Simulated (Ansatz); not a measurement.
BaTi(BO$_{3}$)$_{2}$ (space group R-3)

```yaml
crystal:
  lattice:
    - [2.51128, 1.44989, 5.44575]
    - [-2.51128, 1.44989, 5.44575]
    - [0.00000, -2.89977, 5.44575]
  atoms:
    - { symbol: Ba, position: [0.00000, 0.00000, 0.00000] }
    - { symbol: Ti, position: [0.50000, 0.50000, 0.50000] }
    - { symbol: B, position: [0.23410, 0.23410, 0.23410] }
    - { symbol: B, position: [0.76590, 0.76590, 0.76590] }
    - { symbol: O, position: [0.34081, 0.44334, 0.92688] }
    - { symbol: O, position: [0.65919, 0.55666, 0.07312] }
    - { symbol: O, position: [0.92688, 0.34081, 0.44334] }
    - { symbol: O, position: [0.07312, 0.65919, 0.55666] }
    - { symbol: O, position: [0.44334, 0.92688, 0.34081] }
    - { symbol: O, position: [0.55666, 0.07312, 0.65919] }
```

The volume is varied about the relaxed value V₀ at fixed cell shape. The atoms relax within the cell's symmetry.

These are PBEsol (plane waves to 420 eV, PAW, scalar-relativistic; Ansatz, a first-principles code) values and carry that method's errors. k mesh 8×8×8 (Γ-centred), Fermi-Dirac smearing 0.05 eV. Energies are smeared free energies. Compression counts positive. BaTi(BO3)2 is run without spin polarisation. BaTi(BO3)2 was relaxed with its symmetry unable to fall. The zero of ΔE is the relaxed starting cell.

| V (Å³/cell) | P (GPa) | ΔE (eV/atom) |
|---|---|---|
| 99.93 | 32.1 | 0.1622 |
| 103.74 | (withheld) | 0.0969 |
| 107.55 | 15.7 | 0.0510 |
| 111.36 | 9.5 | (withheld) |
| 115.16 | 4.3 | 0.0050 |
| 118.97 | 0.0 | 0.0000 |
| 122.78 | -3.6 | (withheld) |
| 126.58 | -6.6 | 0.0165 |
| 130.39 | -9.0 | 0.0351 |
| 134.20 | -11.0 | 0.0590 |
| 138.00 | -12.7 | 0.0872 |

Q: Fill in the missing entries.

A: 
- 103.74, P (GPa): 23.2
- 111.36, ΔE (eV/atom): 0.0212
- 122.78, ΔE (eV/atom): 0.0044

(A scan under strain: stresses follow from slopes of the energy per volume, elastic moduli from its curvatures.)
